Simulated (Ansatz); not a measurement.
## Cu: energy along a strain

Cu, I4/mmm, a = 2.886 Å, c = 2.752 Å (as given, not relaxed at this level: -7.8 GPa). This isn't the element's structure at ambient conditions. Ansatz: LDA, PAW, 420 eV, Γ-centred 24×24×24 mesh on 1 atom, Gaussian smearing 0.15 eV; no spin polarisation. Cell vectors (Å): -1.443 1.443 1.376; 1.443 -1.443 1.376; 1.443 1.443 -1.376. The cell is strained by x per cent times the pattern (1 1 0 0 0 0) in the order xx yy zz yz xz xy (engineering shears), with fractional coordinates held. y is the free energy over the start, V0 = 11.458 Å³/atom. Points with a strain past 8.5 % were computed too (3) and aren't used here.

```tsv
x (%)	y (meV/atom)
-7.50	69.52
-5.00	6.87
-2.50	?
0.00	0.00
2.50	39.79
5.00	100.48
7.50	177.22
```

Fit y = c1 x + c2 x² + c3 x³ to the other rows, get the stiffness along the pattern, and predict the missing energy.

Least squares on the rows shown. y = 11.043 x + 2.1853 x² − 0.068584 x³. The clamped-ion stiffness p·C·p = 2 × 21.85 eV × 160.2 / 11.458 Å³ = 611 GPa (second derivative at the start, which stands under stress). At x = -2.50 the fit asked for gives -12.88 meV/atom. The run gave -13.38 meV/atom, so the fit is 0.50 meV/atom too high, within the rms miss on the fitted rows (0.70 meV/atom).